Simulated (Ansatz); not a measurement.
Relaxed-ion elastic tensor of SiNi in space group Pnma (No. 62; Ni on 4c, Si on 4c) in GPa (Voigt order), plane-wave PAW PBEsol (Ansatz code); density 6.10 g/cm³, 11.80 Å³ per atom.

```
291  181  105  0.0  0.0  0.0
181  245  159  0.0  0.0  0.0
105  159  242  0.0  0.0  0.0
0.0  0.0  0.0  116  0.0  0.0
0.0  0.0  0.0  0.0  143  0.0
0.0  0.0  0.0  0.0  0.0  141
```

Task: Is the crystal mechanically stable?

Result: Yes: the smallest eigenvalue of C is 59.1 GPa.

Task: Work out the Voigt, Reuss and Hill averages.

Result: K_V = 185, K_R = 181, K_H = 183; G_V = 102, G_R = 72.4, G_H = 87.3 GPa.

Task: Give Young's modulus, Poisson's ratio, Pugh's ratio and the universal anisotropy index.

Result: E = 9KG/(3K + G) = 226 GPa; ν = 0.29; K/G = 2.10 (ductile by the Pugh limit of 1.75); A_U = 5G_V/G_R + K_V/K_R − 6 = 2.07.

Task: Estimate the sound speeds and the Debye temperature.

Result: v_l = √((K + 4G/3)/ρ) = 7010 m/s, v_t = √(G/ρ) = 3780 m/s, mean 4220 m/s; Θ = (h/k)(3n/4πV)^(1/3) v_m = 552 K.

Task: How much does each axis shrink under pressure?

Result: Linear compressibilities β_i = Σ_j S_ij (j = 1 to 3): x 1.9, y 0.92, z 2.7 per TPa.

Symmetry was held in the PBEsol relaxation. The workflow began spin-polarised and lost its moments. As this level gives no gap, shear constants depend on the k-mesh and smearing (Fermi–Dirac, 0.1 eV here). On the denser mesh and wider smearing of the elastic run this cell carries a stress of 0.5 GPa.

Potentials: the later of the program's two PAW sets.
